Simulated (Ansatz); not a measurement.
Here is the system:

AlRu2C:
```xyz
8
Lattice="2.8633 0.0000 0.0000 -1.4317 2.4797 0.0000 0.0000 0.0000 13.3291" Properties=species:S:1:pos:R:3 pbc="T T T"
Al     1.4317     0.8266     3.3323
Al     0.0000     1.6531     9.9968
Ru     0.0000     1.6531     5.3906
Ru     1.4317     0.8266     7.9385
Ru     1.4317     0.8266    12.0551
Ru     0.0000     1.6531     1.2740
C      0.0000     0.0000     6.6645
C      0.0000     0.0000     0.0000
```

This is the PBEsol-relaxed structure. Tensor components refer to the Cartesian frame of this cell.

Question: All from PBEsol in the plane-wave PAW code Ansatz, unless another level is named. Estimate the Young's modulus.

Answer: 208 GPa.

Question: And the elastic constants (relaxed ions, GPa)?

Answer: C11 = 305, C12 = 151, C13 = 197, C33 = 450, C44 = 69.9.

Space group P6_3/mmc. The start of the workflow was typed in or built on a structure type; neither database checked (COD, Materials Project) lists it. Whether it is the stable phase at ambient conditions was not checked. The cell was relaxed with PBEsol under the symmetry of its start; its stability against distortions is not shown here. The run is not spin-polarised. As this level gives no gap, shear constants depend on the k-mesh and smearing (Fermi–Dirac, 0.1 eV here). On the denser mesh and wider smearing of the elastic run this cell carries a stress of 0.4 GPa.

Potentials: the later of the program's two PAW sets.
